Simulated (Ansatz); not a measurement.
# Property card for C

C:
```
C
1.0
    2.50530     0.00000     0.00000
   -1.25265     2.16965     0.00000
    0.00000     0.00000     8.26432
C
8
Direct
  0.00000   0.00000   0.59295
  0.00000   0.00000   0.40705
  0.00000   0.00000   0.09295
  0.00000   0.00000   0.90705
  0.33333   0.66667   0.34446
  0.66667   0.33333   0.65554
  0.66667   0.33333   0.84446
  0.33333   0.66667   0.15554
```

Space group P6_3/mmc (No. 194); conventional cell a = 2.505 Å, b = 2.505 Å, c = 8.264 Å, α = 90.00°, β = 90.00°, γ = 120.00°.

Method: plane-wave PAW PBEsol (Ansatz code). Geometry: relaxed at this level of theory. Other levels are named where they apply.

**Cell and energy**

```json
{
 "volume_per_atom": "5.62 Å³",
 "density": "3.55 g/cm³"
}
```

**Electronic structure**

```json
{
 "band_gap": "4.44 eV (indirect)",
 "valence_band_maximum": "at Γ",
 "conduction_band_minimum": "on the Γ–M line, 83 % of the way from Γ (6 equivalent valleys)",
 "smallest_direct_gap_on_the_standard_path": "5.27 eV",
 "electron_effective_mass": "0.20, 1.8, 1.8 mₑ (principal values)",
 "Hole effective mass, band 1 of 2 at the edge": "0.77 along x, 0.68 along z (mₑ)",
 "Hole effective mass, band 2 of 2 at the edge": "0.28 along x, 0.68 along z (mₑ)",
 "HSE06 gap on the PBEsol cell": "5.74 eV"
}
```

**Mechanics**

```json
{
 "Bulk modulus (Birch–Murnaghan fit)": "450 GPa",
 "Pressure derivative B′": "3.7",
 "Elastic constants (relaxed ions, GPa)": "C11 = 1200, C12 = 108, C13 = 41.9, C33 = 1280, C44 = 480",
 "mechanical_stability": "stable (all eigenvalues of C positive)",
 "hill_bulk_and_shear_moduli": "450 and 530 GPa",
 "Young's modulus": "1140 GPa",
 "Poisson's ratio": "0.08",
 "debye_temperature_from_the_elastic_constants": "2230 K"
}
```

**Dielectric response**

```json
{
  "Electronic dielectric constant ε∞ (DFPT)": "5.78 (xx = yy), 6.00 (zz)"
}
```

**Phonons**

```json
{
 "highest_zone_centre_frequency": "1315 cm^-1",
 "zone_centre_stability": "no imaginary mode at Γ",
 "dynamical_stability_on_the_path": "stable (no imaginary branch)",
 "zero_point_energy": "180.6 meV/atom",
 "Vibrational entropy at 300 K": "2.5 J/(K·mol of atoms)"
}
```

The first step of the workflow began from a Materials Project structure, measured or hypothetical. Its sites differ from those of the usual phase in this space group: another stacking or structure type. The cell was relaxed with PBEsol under the symmetry of its start.

Potentials: the earlier of the program's two PAW sets. The files were generated under PBE; for other functionals the program regenerates the frozen cores, and for LDA and PBEsol the local potential too.
